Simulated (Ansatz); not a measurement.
CuI:
```yaml
crystal:
  lattice:
    - [0.00000, 3.01145, 3.01145]
    - [3.01145, 0.00000, 3.01145]
    - [3.01145, 3.01145, 0.00000]
  atoms:
    - { symbol: I, position: [0.75000, 0.75000, 0.75000] }
    - { symbol: Cu, position: [0.00000, 0.00000, 0.00000] }
```

The program Ansatz at the r²SCAN level (PAW) gives a gap of 1.67 eV without spin–orbit coupling, maximum at Γ, minimum at Γ.

What happens when spin–orbit coupling is switched on?

The gap shrinks by 0.15 eV, to 1.52 eV; maximum on the Γ–X line, 1 % of the way from Γ, minimum at Γ.

How large is the spin–orbit splitting of the valence top at Γ?

The fourfold level lies 0.40 eV above the split-off pair.

Space group F-43m (zinc blende). Symmetry was held in the r²SCAN relaxation. No spin polarisation was allowed.

Potentials: the later of the program's two PAW sets.
